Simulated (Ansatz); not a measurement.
SnRu$_{3}$N:
```cif
data_NRu3Sn
_chemical_formula_sum 'Sn1 Ru3 N1'
_space_group_name_H-M_alt 'P 1'
_space_group_IT_number 1
_cell_length_a 4.04127
_cell_length_b 4.04127
_cell_length_c 4.04127
_cell_angle_alpha 90.000
_cell_angle_beta 90.000
_cell_angle_gamma 90.000
loop_
_space_group_symop_operation_xyz
  'x, y, z'
loop_
_atom_site_label
_atom_site_type_symbol
_atom_site_fract_x
_atom_site_fract_y
_atom_site_fract_z
_atom_site_occupancy
Sn1 Sn 0.00000 0.00000 0.00000 1
Ru1 Ru 0.00000 0.50000 0.50000 1
Ru2 Ru 0.50000 0.00000 0.50000 1
Ru3 Ru 0.50000 0.50000 0.00000 1
N1 N 0.50000 0.50000 0.50000 1
```

Relaxed with PBEsol.

Task: Decompose the optical modes at the zone centre into irreducible representations, and say which are infrared and Raman allowed.

Result: Point group m-3m: Γ_opt = 3T1u + T2u. Infrared: T1u. Raman: none.

Task: Assign frequencies (DFPT, plane-wave PAW PBEsol (Ansatz code)).

Result: T2u 122, T1u 135, T1u 168, T1u 345 cm⁻¹.

Space group Pm-3m (anti-perovskite). The start of the workflow was typed in or built on a structure type; neither database checked (COD, Materials Project) lists it. Whether it is the stable phase at ambient conditions was not checked. The cell was relaxed with PBEsol under the symmetry of its start; its stability against distortions is not shown here. The workflow began spin-polarised and lost its moments. As this level gives no gap, phonon frequencies hold no LO–TO term and depend on the k-mesh and smearing (Fermi–Dirac, 0.1 eV here). Spin–orbit coupling is left out wherever it is not named.

Potentials: the earlier of the program's two PAW sets. The files were generated under PBE; for other functionals the program regenerates the frozen cores, and for LDA and PBEsol the local potential too.
